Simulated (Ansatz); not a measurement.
SiNi in space group P2_13 (No. 198; Si on 4a, Ni on 4a), the program Ansatz at the r²SCAN level (PAW), all energies at zero smearing, with the estimated change up to a 700 eV cutoff added, with one set of potentials and settings (totals compare only within such a set). Cell of 8 atoms (4 Si, 4 Ni): -25940.379 eV.

```tsv
element	reference phase	E (eV/atom)
Si	Fd-3m, 2 atoms in the cell	-639.0667
Ni	Fm-3m, 1 atoms in the cell, spin-polarised	-5845.2912
```

Formation energy per atom, worked out: (-25940.379 − 4×(-639.0667) − 4×(-5845.2912))/8 = -0.368 eV/atom (-36 kJ per mol of atoms), at 0 K, without zero-point energy or fitted corrections.

The first step of the workflow began from a Materials Project structure, measured or hypothetical; the Crystallography Open Database copy checked does not list it. It is not the phase usual at ambient conditions (space group No. 62). The r²SCAN relaxation kept the symmetry of its start; its stability against distortions is not shown here. The run is not spin-polarised. The references are the lowest solids computed at this level, not always the standard phases.

Potentials: the later of the program's two PAW sets.
